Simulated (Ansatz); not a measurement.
Li2HfN2:
```xyz
5
Lattice="3.2441 0.0000 0.0000 -1.6220 2.8094 0.0000 0.0000 0.0000 5.4232" Properties=species:S:1:pos:R:3 pbc="T T T"
Li     1.6220     0.9365     2.0792
Li     0.0000     1.8730     3.3439
Hf     0.0000     0.0000     0.0000
N      1.6220     0.9365     4.2216
N      0.0000     1.8730     1.2016
```

r²SCAN (plane waves, PAW; program Ansatz) gives a gap of 2.27 eV without spin–orbit coupling, maximum at Γ, minimum at L.

What happens when spin–orbit coupling is switched on?

The gap decreases by 0.04 eV, to 2.23 eV; maximum at Γ, minimum at L.

Give the electron effective mass with spin–orbit coupling.

0.29, 1.9, 3.8 mₑ (principal values).

Give the hole effective mass with spin–orbit coupling.

0.34, 0.34, 2.6 mₑ (principal values).

Space group P-3m1. The first step of the workflow began from a Materials Project structure, measured or hypothetical; the Crystallography Open Database copy checked does not list it. Whether it is the stable phase at ambient conditions was not checked. The r²SCAN relaxation kept the symmetry of its start; whether a distortion lowers the energy is not shown. The run is not spin-polarised.

Potentials: the later of the program's two PAW sets.
